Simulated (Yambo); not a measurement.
Material: WO₃ (ReO3 type, space group Pm-3m, No. 221) under isotropic strain of +2 % on all lattice vectors; a = 3.8709 Å, b = 3.8709 Å, c = 3.8709 Å, α = 90.00°, β = 90.00°, γ = 90.00° (4 atoms in the cell). The PBEsol cell relaxed from Materials Project entry mp-19390 was given an isotropic strain of +2 % on all lattice vectors, and the atoms were relaxed again.

With PBEsol (pw.x of Quantum ESPRESSO, ONCV potentials, without SOC), the gap between the mesh's edge points (R → Γ) is 0.525 eV.

### Question
What does a G0W0 run in Yambo give for it (4×4×4 Γ-centred k mesh, bands 2 to 130 and a 10 Ry block in the screening, 130 bands in G with the Bruneval-Gonze terminator, plasmon pole fitted at 27.2 eV)?

### Answer
The correction is 0.759 eV, giving 1.284 eV, 2.4 times the PBEsol value.  Convergence of the G0W0 settings was not tested. Without spin-orbit coupling, band edges of such heavy elements can be off by tenths of an eV. The cell is held in this high symmetry; tilts and polar distortions were not searched.

The structure is a Materials Project entry; no match was found in the copy of COD used, and its stability was not checked.
